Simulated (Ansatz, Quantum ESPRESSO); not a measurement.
## CsLiCr2Te2S3: 6 runs at one level of theory

```
Cs Li Cr Te S
1.0
     3.60358    0.00000    0.00000
    -1.80179    3.12079    0.00000
     0.00000    0.00000   19.06651
Cs Li Cr Te S
1 1 2 2 3
Direct
  0.00000 0.00000 0.37399
  0.66667 0.33333 0.01607
  0.00000 0.00000 0.86637
  0.33333 0.66667 0.16833
  0.33333 0.66667 0.53891
  0.66667 0.33333 0.77276
  0.00000 0.00000 0.10030
  0.33333 0.66667 0.92920
  0.66667 0.33333 0.23408
```

The cell comes from a database or a generator and needn't be the stable form of this composition.

Alike in all runs: task single point; functional PBE; k mesh 9 × 9 × 2; occupations fermi-dirac, width 0.05 eV; collinear spin, ferromagnetic start; no spin-orbit coupling. Pressure is positive in compression and, in plane waves, holds the error of the finite cutoff, which Ansatz's Pulay term estimates and takes out.

```tsv
program and potentials	plane-wave cutoff (eV)	notes	pressure (GPa)	net moment per atom (μB)
Ansatz, PseudoDojo standard (PBE files)	1279	10 valence electrons an atom on average	0.19	0.63
Ansatz, Ansatz NC with PseudoDojo standard (PBE files)	1279	10 valence electrons an atom on average	-0.01	0.63
Ansatz, JTH PAW	1230	7.78 valence electrons an atom on average	0.26	0.63
Ansatz, Ansatz PAW (files of its older set among them)	1070	10 valence electrons an atom on average	0.02	0.63
Ansatz, SPMS NC	871	10 valence electrons an atom on average; Pulay term of +0.03 GPa included	0.25	0.63
Quantum ESPRESSO, SSSP 1.3 efficiency PBE	748	7.78 valence electrons an atom on average	0.04	0.63
```

Force on atom 3 (Cr), eV/Å:

```json
{"program and potentials": "Ansatz, PseudoDojo standard (PBE files)", "x": "0.000", "y": "0.000", "z": "-0.052"}
{"program and potentials": "Ansatz, Ansatz NC with PseudoDojo standard (PBE files)", "x": "0.000", "y": "0.000", "z": "-0.019"}
{"program and potentials": "Ansatz, JTH PAW", "x": "0.000", "y": "0.000", "z": "0.034"}
{"program and potentials": "Ansatz, Ansatz PAW (files of its older set among them)", "x": "0.000", "y": "0.000", "z": "-0.025"}
{"program and potentials": "Ansatz, SPMS NC", "x": "0.000", "y": "0.000", "z": "-0.035"}
{"program and potentials": "Quantum ESPRESSO, SSSP 1.3 efficiency PBE", "x": "0.000", "y": "0.000", "z": "0.032"}
```

The pressure spans -0.01 (Ansatz, Ansatz NC with PseudoDojo standard (PBE files)) to 0.26 GPa (Ansatz, JTH PAW). All agree on the net moment per atom. The state is the one that the start led to, which needn't be the lowest.

The functional is the same throughout but for its coding, so the spread measures potentials, basis and numerics; runs on potential files found faulty are left out.
